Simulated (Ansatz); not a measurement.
CuAu:
```yaml
crystal:
  lattice:
    - [2.87979, 0.00000, 0.00000]
    - [0.00000, 2.87979, 0.00000]
    - [0.00000, 0.00000, 3.50277]
  atoms:
    - { symbol: Cu, position: [0.50000, 0.50000, 0.50000] }
    - { symbol: Au, position: [0.00000, 0.00000, 0.00000] }
```

Relaxed with r²SCAN. Special points in fractions of this cell's reciprocal vectors: Γ (0.000, 0.000, 0.000); X (0.000, 0.500, 0.000); M (0.500, 0.500, 0.000); Z (0.000, 0.000, 0.500); R (0.000, 0.500, 0.500); A (0.500, 0.500, 0.500).

List the band energies nearest the Fermi level at these points for r²SCAN in the plane-wave PAW code Ansatz.

In eV from the Fermi level; about four levels below and three above (degenerate sets whole), none deeper than 8.9 eV; points with the same levels are listed once.

| k | below | above |
|---|---|---|
| Γ | -2.24 -1.83 -1.61 -1.61 | 3.38 9.52 9.52 |
| X | -2.62 -2.38 -1.16 -0.64 | 10.70 10.84 12.53 |
| M | -1.95 -1.90 -1.44 -1.44 | 0.28 0.28 4.60 |
| Z | -2.55 -2.55 -2.32 -2.22 | 14.27 14.69 14.69 |
| R | -1.64 -1.61 -0.99 -0.96 | 2.65 4.89 15.94 |
| A | -3.29 -2.27 -2.11 -1.90 | 5.43 5.69 5.69 |

Space group P4/mmm (L1₀ or tetragonal B2). Its axis ratio c/a = 1.22 departs by over 6 % from that of the usual cell of this phase: another minimum, or an error of the functional. Symmetry was held in the r²SCAN relaxation; its stability against distortions is not shown here. The run is not spin-polarised. Scalar-relativistic: spin–orbit coupling is off unless named, which matters more the heavier the elements.

Potentials: the later of the program's two PAW sets.
